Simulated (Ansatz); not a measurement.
Field gradients at the nuclei of LuTlSe$_{2}$

```
CELL_PARAMETERS angstrom
2.03955 1.17753 7.73832
-2.03955 1.17753 7.73832
0.00000 -2.35506 7.73832
ATOMIC_POSITIONS crystal
Lu 0.00000 0.00000 0.00000
Tl 0.50000 0.50000 0.50000
Se 0.73313 0.73313 0.73313
Se 0.26687 0.26687 0.26687
```

Atoms are numbered in the order listed.

The conventional cell has a = 4.079 Å, b = 4.079 Å, c = 23.215 Å, α = 90.00°, β = 90.00°, γ = 120.00°. Around Lu (atom 1) lie 6 Se at 2.82 Å. Around Tl (atom 2) lie 6 Se at 3.31 Å. Se (atom 3) has 3 Lu at 2.82 Å as nearest neighbours.

The cell is the one relaxed in the Materials Project (mp-1001611), not relaxed further here; entries there can be hypothetical.

All numbers are computed: DFT, LDA, all-electron PAW with datasets made for the crystal, scalar-relativistic (Ansatz 0.2.0); DFT, LDA, PAW with Ansatz's default frozen-core files, scalar-relativistic (Ansatz 0.2.0).

For the crystal-made all-electron datasets (AE datasets): a Γ-centred 8×8×8 k mesh, Fermi–Dirac smearing of 0.01 eV, cutoff 340 eV (chosen by the program for this cell), no spin polarisation. PAW takes a cutoff of 420 eV at this cell (files made with PBE, cores remade for this functional). The Ansatz runs share mesh, smearing and spin set-up.

No spin–orbit coupling: at heavy atoms the gradients can be off by tens of per cent for that reason.

Vzz is the principal value of largest size of the traceless field-gradient tensor, in 10²¹ V/m², and η = (Vxx − Vyy)/Vzz with |Vzz| ≥ |Vyy| ≥ |Vxx|.

(1) Give the field gradient at each independent site.

## Answers

(1) 
```csv
site,site symmetry,"Vzz (η), AE datasets","Vzz (η), PAW"
Lu1,-3m,1.59 (η = 0.00),1.38 (η = 0.00)
Tl2,-3m,-7.46 (η = 0.00),-7.10 (η = 0.00)
Se3,3m,2.72 (η = 0.00),2.70 (η = 0.00)
```
